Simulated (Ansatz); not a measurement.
Li:
```yaml
crystal:
  lattice:
    - [-3.47725, 3.47725, 3.47725]
    - [3.47725, -3.47725, 3.47725]
    - [3.47725, 3.47725, -3.47725]
  atoms:
    - { symbol: Li, position: [0.00012, 0.50000, 0.00000] }
    - { symbol: Li, position: [0.50000, 0.00000, 0.50012] }
    - { symbol: Li, position: [0.00000, 0.00012, 0.50000] }
    - { symbol: Li, position: [0.99988, 0.99988, 0.99988] }
    - { symbol: Li, position: [0.49988, 0.49988, 0.49988] }
    - { symbol: Li, position: [0.00000, 0.50012, 0.50000] }
    - { symbol: Li, position: [0.50000, 0.00000, 0.00012] }
    - { symbol: Li, position: [0.50012, 0.50000, 0.00000] }
```

Relaxed with r²SCAN. Special points in fractions of this cell's reciprocal vectors: Γ (0.000, 0.000, 0.000); H (0.500, -0.500, 0.500); N (0.000, 0.000, 0.500); P (0.250, 0.250, 0.250).

**Question.** List the band energies nearest the Fermi level at these points for plane-wave PAW r²SCAN (Ansatz code).

**Answer.** In eV from the Fermi level; about four levels below and three above (degenerate sets whole), none deeper than 8.9 eV; points with the same levels are listed once.

| k | below | above |
|---|---|---|
| Γ | -3.87 | 0.31 0.31 0.31 0.31 0.31 0.31 |
| H | -1.25 -1.25 -1.25 -1.25 -1.25 -1.25 | 3.61 3.61 3.61 3.61 3.61 3.61 |
| N | -0.03 -0.03 -0.03 -0.03 | 1.95 1.95 4.07 4.07 |
| P | -1.93 -1.93 -1.93 -1.93 | 2.77 2.77 2.77 2.77 2.77 2.77 2.77 2.77 |

Space group Im-3m (bcc (W type)). Symmetry was held in the r²SCAN relaxation; of distortions, only those at the zone centre were tested. Point labels and valley counts follow the cell and symmetry of the run, lower than the named group.

Potentials: the later of the program's two PAW sets.
